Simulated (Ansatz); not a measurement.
CdI$_{2}$:
```xyz
3
Lattice="4.2425 0.0000 0.0000 -2.1212 3.6741 0.0000 0.0000 0.0000 6.8239" Properties=species:S:1:pos:R:3 pbc="T T T"
Cd     0.0000     0.0000     0.0000
I      0.0000     2.4494     1.7297
I      2.1212     1.2247     5.0942
```

The program Ansatz at the PBE+D3(BJ) level (PAW) gives a gap of 2.28 eV without spin–orbit coupling, maximum off the standard path, at k = (-0.122, 0.122, 0.211), minimum off the standard path, at k = (0.000, 0.451, 0.357).

Problem. What happens when spin–orbit coupling is switched on?

Solution. The gap drops by 0.31 eV, to 1.97 eV; maximum at A, minimum off the standard path, at k = (0.000, 0.451, 0.357).

Problem. Give the electron effective mass with spin–orbit coupling.

Solution. 0.30, 0.51, 0.81 mₑ (principal values).

Problem. Give the hole effective mass with spin–orbit coupling.

Solution. 0.37, 0.37, 2.8 mₑ (principal values).

Space group P-3m1 (CdI2 type). The PBE+D3(BJ) relaxation kept the symmetry of its start; phonons on a q-mesh show no instability.

Potentials: the later of the program's two PAW sets.
